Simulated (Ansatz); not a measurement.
AlBN2:
```yaml
crystal:
  lattice:
    - [-2.05247, 2.05247, 3.84293]
    - [2.05247, -2.05247, 3.84293]
    - [2.05247, 2.05247, -3.84293]
  atoms:
    - { symbol: Al, position: [0.00000, 0.00000, 0.00000] }
    - { symbol: Al, position: [0.75000, 0.25000, 0.50000] }
    - { symbol: B, position: [0.50000, 0.50000, 0.00000] }
    - { symbol: B, position: [0.25000, 0.75000, 0.50000] }
    - { symbol: N, position: [0.37500, 0.43102, 0.55602] }
    - { symbol: N, position: [0.56898, 0.12500, 0.94398] }
    - { symbol: N, position: [0.87500, 0.81898, 0.44398] }
    - { symbol: N, position: [0.18102, 0.62500, 0.05602] }
```

Relaxed with PBE. Special points in fractions of this cell's reciprocal vectors: Γ (0.000, 0.000, 0.000); X (0.000, 0.000, 0.500); P (0.250, 0.250, 0.250); N (0.000, 0.500, 0.000); M (0.500, 0.500, -0.500); S (0.321, 0.679, -0.321); S0 (-0.321, 0.321, 0.321); R (-0.143, 0.143, 0.500); G (0.500, 0.500, -0.143).

Problem. List the band energies nearest the valence-band maximum at these points for PBE in the plane-wave PAW code Ansatz.

Solution. In eV from the valence-band maximum; about four levels below and three above (degenerate sets whole), none deeper than 8.9 eV; points with the same levels are listed once.

```tsv
k	below	above
Γ	-2.51 -2.51 -0.08 -0.08 0.00	2.89 5.59 7.58 7.58
X	-1.02 -1.02 -0.69 -0.69	6.56 6.56 7.95 7.95
P	-1.05 -1.05 -0.98 -0.98	7.00 7.00 7.31 7.31
N	-1.56 -1.50 -0.94 -0.94	6.47 6.72 7.31
M	-2.30 -2.30 -1.04 -1.04	3.98 3.98 6.34 6.34
S	-2.21 -1.84 -0.93 -0.47	4.75 6.24 7.88
R	-1.13 -1.13 -0.77 -0.77	6.38 6.38 8.23 8.23
```

Space group I-42d (chalcopyrite). The start of the workflow was typed in or built on a structure type; neither database checked (COD, Materials Project) lists it. Whether it is the stable phase at ambient conditions was not checked. Symmetry was held in the PBE relaxation; whether a distortion lowers the energy is not shown. The volume moved by -17 % from the start of the relaxation.

Potentials: the later of the program's two PAW sets.
